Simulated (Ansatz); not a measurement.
## Data sheet: InSb (DFT)

InSb:
```
InSb
1.0
    4.62872     0.00000     0.00000
   -2.31436     4.00859     0.00000
    0.00000     0.00000    15.18297
In Sb
4 4
Direct
  0.66667   0.33333   0.99993
  0.00000   0.00000   0.25034
  0.33333   0.66667   0.49993
  0.00000   0.00000   0.75034
  0.66667   0.33333   0.18767
  0.00000   0.00000   0.43705
  0.33333   0.66667   0.68767
  0.00000   0.00000   0.93705
```

Space group P6_3mc (No. 186); conventional cell a = b = 4.629 Å, c = 15.183 Å, α = β = 90.00°, γ = 120.00°.

Method: the program Ansatz at the r²SCAN level (PAW). Structure relaxed to zero pressure with the same functional. Other levels are named where they apply.

### Cell and energy

```
Item                                                            Result
-----------------------------------------------------  ---------------
Volume per atom                                               35.21 Å³
Density                                                     5.58 g/cm³
Formation energy from the elements (no fitted shifts)  -23 kJ/mol-atom
```

### Electronic structure

```
Property                                                                                                    Value
------------------------------------  ---------------------------------------------------------------------------
Electronic character                  no gap, with almost no states at the Fermi level (zero-gap or semimetallic)
Density of states at the Fermi level                                 0.00 states/eV per atom (mean over ±0.08 eV)
HSE06 gap on the r²SCAN cell              0.30 eV (a hybrid on a coarse mesh can open a false gap in a semimetal)
Gap with spin–orbit coupling                                                                      none (metallic)
```

### Mechanics

```
Item                                  Result
----------------------------------  --------
Bulk modulus (Birch–Murnaghan fit)  433 kbar
Pressure derivative B′                   4.8
```

### Charges

```
Property                      Value
-------------  --------------------
Bader charges  In +0.54, Sb -0.54 e
```

The start of the workflow was typed in or built on a structure type; neither database checked (COD, Materials Project) lists it. It is not the phase usual at ambient conditions (space group No. 216). The r²SCAN relaxation kept the symmetry of its start; its stability against distortions is not shown here. The references are the lowest solids computed at this level, not always the standard phases. Scalar-relativistic: spin–orbit coupling is off unless named, which matters more the heavier the elements.

Potentials: the later of the program's two PAW sets.
